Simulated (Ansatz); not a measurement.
Values for one crystal, relaxed and computed with plane-wave PAW r²SCAN (Ansatz code); other levels are named.

| Quantity | Result |
|---|---|
| Volume per atom | 20.06 Å³ |
| Band gap | 0.37 eV (indirect) |
| Smallest direct gap on the standard path | 1.20 eV |
| Conduction-band minimum | off the standard path, at k = (0.409, 0.464, 0.000) |
| Formation energy from the elements (no fitted shifts) | -0.35 eV/atom |
| Valence-band maximum | at Γ |

Which compound is it?
A. PdS2, Pbca (Pd on 4a, S on 8c)
B. RbAg3S2, C2/m (Pearson symbol mS24)
C. NaLaS2, I4_1/amd (Na on 4a, La on 4b, S on 8e)
D. MnSO4, Cmcm (Mn on 4a, S on 4c, O on 8g, O on 8f)

A, PdS2, Pbca (Pd on 4a, S on 8c)

The first step of the workflow began from a Materials Project structure, measured or hypothetical; the Crystallography Open Database files this formula in space group No. 61, but the cells were not matched. Whether it is the stable phase at ambient conditions was not checked. The cell was relaxed with r²SCAN under the symmetry of its start; its stability against distortions is not shown here. No spin polarisation was allowed. A crystal of weakly bound layers computed without a dispersion correction: the cell and the soft elastic constants depend strongly on that. The references are the lowest solids computed at this level, not always the standard phases. Scalar-relativistic: spin–orbit coupling is off unless named, which matters more the heavier the elements.

Potentials: the later of the program's two PAW sets.
